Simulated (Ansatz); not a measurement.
Si2Ni:
```yaml
crystal:
  lattice:
    - [0.00000, 2.69218, 2.69218]
    - [2.69218, 0.00000, 2.69218]
    - [2.69218, 2.69218, 0.00000]
  atoms:
    - { symbol: Ni, position: [0.00000, 0.00000, 0.00000] }
    - { symbol: Si, position: [0.25000, 0.25000, 0.25000] }
    - { symbol: Si, position: [0.75000, 0.75000, 0.75000] }
```

Relaxed with r²SCAN.

Question: Decompose the optical modes at the zone centre into irreducible representations, and say which are infrared and Raman allowed.

Answer: Point group m-3m: Γ_opt = T1u + T2g. Infrared: T1u. Raman: T2g.

Question: Assign frequencies (DFPT, DFT-r²SCAN in the program Ansatz with PAW potentials).

Answer: T1u 318, T2g 332 cm⁻¹.

Space group Fm-3m (fluorite or antifluorite type). The r²SCAN relaxation kept the symmetry of its start; phonons on a q-mesh show no instability. The workflow began spin-polarised and lost its moments. As this level gives no gap, phonon frequencies hold no LO–TO term and depend on the k-mesh and smearing (Fermi–Dirac, 0.1 eV here).

Potentials: the later of the program's two PAW sets.
